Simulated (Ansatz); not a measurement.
An 8-atom cell of InSe started from a crystallographic database at its r2SCAN+rVV10 geometry, run in Ansatz 0.2.0 at 3 levels of theory. No spin polarisation and no zero-point or thermal motion.

The LDA input:
```yaml
crystal:
  lattice:
    - [4.0181119053, 0.0, 0.0]
    - [-2.0090559527, 3.4797869852, 0.0]
    - [0.0, 0.0, 16.9256135378]
  atoms:
    - { symbol: In, position: [0.3333333333, 0.6666666667, 0.1677023332] }
    - { symbol: In, position: [0.6666666667, 0.3333333333, 0.6677023332] }
    - { symbol: In, position: [0.3333333333, 0.6666666667, 0.3322976668] }
    - { symbol: In, position: [0.6666666667, 0.3333333333, 0.8322976668] }
    - { symbol: Se, position: [0.3333333333, 0.6666666667, 0.5927860119] }
    - { symbol: Se, position: [0.6666666667, 0.3333333333, 0.0927860119] }
    - { symbol: Se, position: [0.3333333333, 0.6666666667, 0.9072139881] }
    - { symbol: Se, position: [0.6666666667, 0.3333333333, 0.4072139881] }
kpoints:
  mp_grid: { grid: [12, 12, 2] }
  band_path:
    path:
      - [0.0, 0.0, 0.0]
      - [0.5, 0.0, 0.0]
      - [0.3333333333, 0.3333333333, 0.0]
      - [0.0, 0.0, 0.5]
      - [0.5, 0.0, 0.5]
      - [0.3333333333, 0.3333333333, 0.5]
    npoints: 1
hamiltonian:
  xc: lda
scf:
  occupations: { method: fixed }
  n_extra_bands: 6
output:
  forces: true
  stress: true
  eigenvalues: true
  write_density: true
  write_potential: true
  elf: true
  volumetric_format: npy
```

Main results, then, where recorded, the levels near the gap in eV from the Fermi energy (columns number the bands from 0), one row a point of the path (Γ, M, K, A, L, H):
```
Crystal: 8 atoms, lattice volume = 236.657 Å³
Symmetry: 24 space group operations
Space group: P63/mmc (ITA 194)
```
```
Basis set: ecut = 420 eV, 4653 PW (Γ)
k-points: 38 of 288
SCF 1 converged in 7 iterations: F = -43365.433196 eV  dr2 = 3.22e-8
Free energy (F): -43365.433196 eV
Fermi energy:    6.788568 eV
--- Forces (eV/Å), atoms counted from 1 ---
  atom   1  In      0.00000      0.00000      0.01837
  atom   2  In      0.00000      0.00000      0.01837
  atom   3  In      0.00000      0.00000    -0.01837
  atom   4  In      0.00000      0.00000    -0.01837
  atom   5  Se      0.00000      0.00000      0.12684
  atom   6  Se      0.00000      0.00000      0.12684
  atom   7  Se      0.00000      0.00000    -0.12684
  atom   8  Se      0.00000      0.00000    -0.12684
--- Stress (GPa, compression-positive) ---
       -1.696176       0.000000       0.000000
        0.000000      -1.696176       0.000000
        0.000000       0.000000      -1.846570
  P = ⅓ Tr σ = -1.7463 GPa (-17.463 kbar)
```
```tsv
band_53	band_54	band_55	band_56	band_57	band_58	band_59	band_60
-1.183	-1.183	-1.103	-1.103	0.000	0.219	1.534	1.951
-2.222	-2.096	-2.048	-2.023	-1.395	1.058	1.174	1.833
-2.682	-2.100	-2.100	-1.728	-1.728	1.505	2.063	2.366
-1.134	-1.134	-1.134	-0.935	-0.935	1.078	1.078	1.962
-2.302	-2.092	-2.092	-1.722	-1.722	1.392	1.392	1.515
-2.556	-2.355	-2.355	-1.582	-1.582	1.741	1.741	2.240
```

The LDA gap is direct at Γ: 0.22 eV.

Question: In the first input these blocks are replaced (the band path and keys that only write files left aside):
```yaml
hamiltonian:
  xc: r2scan
```
What comes out?

Answer:
```
Basis set: ecut = 500 eV, 6067 PW (Γ)
k-points: 38 of 288
SCF 1 converged in 8 iterations: F = -44365.209758 eV  dr2 = 9.43e-9
Free energy (F): -44365.209758 eV
Fermi energy:    6.869430 eV
--- Forces (eV/Å), atoms counted from 1 ---
  atom   1  In      0.00000      0.00000    -0.01179
  atom   2  In      0.00000      0.00000    -0.01179
  atom   3  In      0.00000      0.00000      0.01179
  atom   4  In      0.00000      0.00000      0.01179
  atom   5  Se      0.00000      0.00000      0.02920
  atom   6  Se      0.00000      0.00000      0.02920
  atom   7  Se      0.00000      0.00000    -0.02920
  atom   8  Se      0.00000      0.00000    -0.02920
--- Stress (GPa, compression-positive) ---
        0.779898       0.000000       0.000000
        0.000000       0.779898       0.000000
        0.000000       0.000000       0.769642
  P = ⅓ Tr σ = 0.7765 GPa (7.765 kbar)
```
```tsv
band_53	band_54	band_55	band_56	band_57	band_58	band_59	band_60
-1.253	-1.253	-1.172	-1.172	0.000	0.879	2.034	2.591
-2.304	-2.145	-2.104	-2.042	-1.420	1.542	1.579	2.180
-2.736	-2.161	-2.161	-1.757	-1.757	1.792	2.318	2.867
-1.203	-1.203	-1.203	-0.799	-0.799	1.578	1.578	2.610
-2.344	-2.173	-2.173	-1.727	-1.727	1.797	1.797	1.976
-2.616	-2.397	-2.397	-1.628	-1.628	2.019	2.019	2.740
```
With r2SCAN the gap is 0.88 eV and direct, at Γ. The mean pressure at these positions is +0.78 GPa, compression counted positive.

Question: In the first input these blocks are replaced (the band path and keys that only write files left aside):
```yaml
kpoints:
  mp_grid: { grid: [6, 6, 2] }
hamiltonian:
  xc: hse06
```
What comes out?

Answer:
```
Basis set: ecut = 420 eV, 4653 PW (Γ)
k-points: 14 of 72
SCF 1 stopped early in 5 iterations: F = -44271.764718 eV  dr2 = 1.42e-6
Exchange kernel: α = 0.2500, screened, ω = 0.2079 Å⁻¹, Wigner–Seitz truncation, v(0) = 1046.7894 eV·Å³, q-mesh 6×6×2
SCF 2 stopped early in 8 iterations: F = -44293.869645 eV  dr2 = 6.21e-6
hybrid outer 1: dexx = +3.650e-2 eV, tail = 2.12e-4 eV
SCF 3 converged in 5 iterations: F = -44293.869769 eV  dr2 = 2.85e-9
hybrid outer 2: dexx = +2.511e-6 eV, tail = 8.53e-8 eV, Δε = 1.58e-3 eV, ΔF = 3.14e-3 eV/Å
SCF 4 converged in 2 iterations: F = -44293.869770 eV  dr2 = 4.65e-10
hybrid outer 3: dexx = +9.310e-10 eV, tail = 1.17e-9 eV, Δε = 7.09e-5 eV, ΔF = 2.41e-4 eV/Å
Free energy (F): -44293.869770 eV
Fermi energy:    6.675621 eV
--- Forces (eV/Å), atoms counted from 1 ---
  atom   1  In      0.00000      0.00000    -0.07228
  atom   2  In      0.00000      0.00000    -0.07228
  atom   3  In      0.00000      0.00000      0.07228
  atom   4  In      0.00000      0.00000      0.07228
  atom   5  Se      0.00000      0.00000      0.11631
  atom   6  Se      0.00000      0.00000      0.11631
  atom   7  Se      0.00000      0.00000    -0.11631
  atom   8  Se      0.00000      0.00000    -0.11631
--- Stress (GPa, compression-positive) ---
        0.669054       0.000000       0.000000
        0.000000       0.669054       0.000000
        0.000000       0.000000       0.758709
  P = ⅓ Tr σ = 0.6989 GPa (6.989 kbar)
```
```tsv
band_53	band_54	band_55	band_56	band_57	band_58	band_59	band_60
-1.311	-1.311	-1.226	-1.226	0.000	1.195	2.423	2.916
-2.429	-2.308	-2.226	-2.113	-1.460	1.852	1.992	2.527
-2.928	-2.324	-2.324	-1.804	-1.804	2.139	2.684	3.362
-1.260	-1.260	-1.260	-0.812	-0.812	1.906	1.906	2.927
-2.515	-2.297	-2.297	-1.779	-1.779	2.129	2.129	2.392
-2.809	-2.546	-2.546	-1.687	-1.687	2.373	2.373	3.199
```
The HSE06 gap is direct at Γ: 1.19 eV. The mean pressure at these positions is +0.7 GPa, compression counted positive. (The program warns that its thresholds are loose for a hybrid's stress.)

The hybrids run on coarser meshes, which limits their stresses and small splittings of levels.

Totals of different functionals can't be compared.

Spin-orbit coupling is left out, which matters wherever the heavy atoms make up the band edges.

The meshes of the hybrids are coarse, so their gaps aren't converged to the digits shown.
